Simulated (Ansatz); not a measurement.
Values for one crystal, relaxed and computed with the program Ansatz at the r²SCAN level (PAW); other levels are named.

```yaml
volume_per_atom: 13.47 Å³
electronic_character: metallic (no gap)
Young's modulus: 135 GPa
Poisson's ratio: 0.37
hill_bulk_and_shear_moduli: 177 and 49.3 GPa
Formation energy from the elements (no fitted shifts): -0.23 eV/atom
Density of states at the Fermi level: 1.3 states/eV per atom (mean over ±0.08 eV)
```

Task: Which compound is it?
A) Hf2Ga, I4/mcm (Ga on 4a, Hf on 8h)
B) NaGa4, I4/mmm (Na on 2a, Ga on 4d, Ga on 4e)
C) HfGa, Pbcm (Pearson symbol oP24)
D) V3Ga, A15 (Cr3Si type)

Result: D, V3Ga, A15 (Cr3Si type)

Space group Pm-3n (A15 (Cr3Si type)). The workflow started from a Materials Project entry (that database holds measured and hypothetical structures alike); the Crystallography Open Database copy checked does not list it. Its standing as an ambient phase is unchecked. The r²SCAN relaxation kept the symmetry of its start; whether a distortion lowers the energy is not shown. Magnetic state: ferromagnetic, chosen from 2 collinear starts compared on coarse meshes (ties went to the first, and starts can fall back to one state), not a proven ground state. Other orbital occupations within this spin state were not tried. As this level gives no gap, shear constants depend on the k-mesh and smearing (Fermi–Dirac, 0.1 eV here). The references are the lowest solids computed at this level, not always the standard phases. Spin–orbit coupling is left out wherever it is not named.

Potentials: the later of the program's two PAW sets.
